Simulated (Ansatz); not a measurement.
Exchange in MnS by functional

```yaml
crystal:
  lattice:
    - [0.00000, 5.20900, 5.20900]
    - [2.60450, 0.00000, 2.60450]
    - [2.60450, 2.60450, 0.00000]
  atoms:
    - { symbol: Mn, position: [0.00000, 0.00000, 0.00000] }
    - { symbol: S, position: [0.25000, 0.50000, 0.50000] }
    - { symbol: Mn, position: [0.50000, 0.00000, 0.00000] }
    - { symbol: S, position: [0.75000, 0.50000, 0.50000] }
```

The same starts (parallel, antiparallel patterns that fit this cell, and no moments) were run with plane-wave PAW DFT (Ansatz 0.2.0; atoms fixed, collinear spin, no spin-orbit coupling; 4×8×8 Γ-centred mesh, fermi-dirac occupations of width 0.050 eV) at these levels: PBE, 420 eV; PBE with U_eff = 4.0 eV on Mn d (all-electron-ortho-atomic projectors), 420 eV; r2SCAN, 500 eV.

Question: How do order, exchange and moments depend on the level?

Answer: The runs give, at zero smearing:

```
  level               lowest state  mean moment on Mn (μB)  parallel less best compensated antiparallel (meV per Mn)  gain over no moments (meV per Mn)
    PBE  antiparallel, compensated                    4.16                                                      +131                               2309
PBE + U  antiparallel, compensated                    4.42                                                       +59                               4380
 r2SCAN  antiparallel, compensated                    4.33                                                      +110                               3595
```

Site moments are taken in small spheres that don't touch (radius about 0.4 of the atom's shortest bond), so those of the magnetic atoms read low. All levels favour antiparallel moments: the difference runs from +59 to +131 meV per Mn. The moment grows from 4.16 μB under PBE to 4.42 μB under PBE + U.

The cell is that of a Crystallography Open Database entry, unchanged but doubled along one cell vector so that moments can oppose. Note on the entry: the entry's cell lengths or inner coordinates differ somewhat from later room-temperature determinations.

Caveats: only orders that fit this cell were tried, so the true order may need a larger cell or canted moments; atoms and cell are held at the entry's values; differences under about 5 meV per magnetic atom weren't tested against a denser mesh or another U, and are taken as unresolved; the U is a value in common use, not computed for this crystal; the state without moments isn't the paramagnet, so the last column is no ordering energy, and a U inflates it; the nearest magnetic atoms form triangles, which frustrates antiparallel coupling, so the true order may be non-collinear or need another cell.
